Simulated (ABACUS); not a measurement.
A self-consistent single point of CdHgSe2 (R3m, 4 atoms in the cell; from Materials Project mp-1226733, changed as shown) with ABACUS.

All values come from this method and carry its errors: PBEsol, PseudoDojo 0.4 standard norm-conserving PBEsol (tails mended) pseudopotentials (plane waves; ABACUS).

The change in words: volume scaled by 0.99. Reference geometry (R3m):
```
CELL_PARAMETERS angstrom
      2.20115     1.27083     7.18139
     -2.20115     1.27083     7.18139
      0.00000    -2.54167     7.18139
ATOMIC_POSITIONS crystal
  Cd 0.50033 0.50033 0.50033
  Hg 0.99985 0.99985 0.99985
  Se 0.87420 0.87420 0.87420
  Se 0.37560 0.37560 0.37560
```

Reference input (self-consistent single point, DFT, PBEsol, plane waves, PseudoDojo 0.4 standard norm-conserving PBEsol (tails mended) pseudopotentials): KPT = Gamma 4 4 4 0 0 0; basis_type = pw; ecutwfc = 102 Ry; smearing_method = fd; smearing_sigma = 0.00734986 Ry; potentials = PseudoDojo 0.4 standard norm-conserving PBEsol (tails mended); symmetry = 1; ks_solver = dav_subspace; scf_nmax = 100; scf_thr = 1.0e-09 Ry; mixing_type = pulay; mixing_beta = 0.4. This run's input differs from it in these lines:

```diff
@@ -27,5 +27,5 @@
 LATTICE_VECTORS
-   2.2011500000    1.2708340000    7.1813940000
-  -2.2011500000    1.2708340000    7.1813940000
-   0.0000000000   -2.5416690000    7.1813940000
+   2.1937870000    1.2665830000    7.1573720000
+  -2.1937870000    1.2665830000    7.1573720000
+   0.0000000000   -2.5331670000    7.1573720000
 
@@ -37,3 +37,3 @@
 1
-  -0.0000000000   -0.0000005003   10.7792005801
+  -0.0000000000   -0.0000005003   10.7431437983
 
@@ -42,3 +42,3 @@
 1
-   0.0000000000   -0.0000009999   21.5410150052
+   0.0000000000   -0.0000009999   21.4689595989
 
@@ -47,4 +47,4 @@
 2
-   0.0000000000   -0.0000008742   18.8339885369
-   0.0000000000   -0.0000003756    8.0919947592
+   0.0000000000   -0.0000008742   18.7709882235
+   0.0000000000   -0.0000003756    8.0649267696
 # file: KPT
```

Output (repeated stretches shortened):

```
 SELF-CONSISTENT
 -------------------------------------------

                                 init_chg = atomic

 PW ALGORITHM --------------- ION=   1  ELEC=   1--------------------------------

 Notice: Threshold on eigenvalues was too large.

 Density error is 0.151515606269
                          Error Threshold = 0.00021087425277
 E_KohnSham     -1168.0491209601     -15892.1235889479
 E_Fermi        0.5367716746         7.3031532989

 PW ALGORITHM --------------- ION=   1  ELEC=   2--------------------------------

 Density error is 0.0145281308242
                          Error Threshold = 0.000210438342041
   [... lines left out ...]

 Density error is 1.00561714548e-09
                          Error Threshold = 3.96525847381e-11
 E_KohnSham     -1168.0642548359     -15892.3294958928
 E_Fermi        0.5565561694         7.5723351614

 PW ALGORITHM --------------- ION=   1  ELEC=  10--------------------------------

 Density error is 3.11559272454e-10
                          Error Threshold = 1.39669047983e-12
 E_KohnSham     -1168.0642548365     -15892.3294959000
 E_KS(sigma->0) -1168.0638817881     -15892.3244203165
 E_entropy(-TS) -0.0007460967        -0.0101511670
 E_Fermi        0.5565546834         7.5723149431
 charge density convergence is achieved
 final etot is -15892.329496 eV
 EFERMI = 7.5723149431 eV

 STATE ENERGY(eV) AND OCCUPATIONS    NSPIN == 1
   [... 43 lines left out ...]

 TOTAL-FORCE (eV/Angstrom)
                       Cd1         0.0000000000         0.0000000000        -0.0029377010
                       Hg1         0.0000000000         0.0000000000        -0.0295885494
                       Se1         0.0000000000         0.0000000000         0.0292200226
                       Se2         0.0000000000         0.0000000000         0.0033062277

 TOTAL-STRESS (KBAR)
       -18.9816727254         0.0000000000         0.0000000000
        -0.0000000000       -18.9816781703        -0.0000008840
        -0.0000000000        -0.0000008840       -22.4351463607
 TOTAL-PRESSURE: -20.132832 KBAR

 --------------------------------------------
 !FINAL_ETOT_IS -15892.3294958999813389 eV
 --------------------------------------------
```

The run converged in 10 iterations. Against the reference run the free energy goes down by 4.1 meV/atom, the pressure goes from -2.42 to -2.01 GPa and the largest force stays at 0.030 eV/Å.

The structure comes from a collection of computed structures, made at another level of theory; the collection holds predicted forms beside known ones. Its lattice was then scaled. No clean gap shows at this smearing width and mesh (spacing up to 0.42 Å⁻¹); the mesh is coarse for partly filled bands, so the values carry mesh errors. Semi-local functionals can close small gaps.

Cost on one core: very roughly 10 core-minutes.

“Tails mended”: in these copies of the files the far tail of each local potential was reset to the Coulomb form.
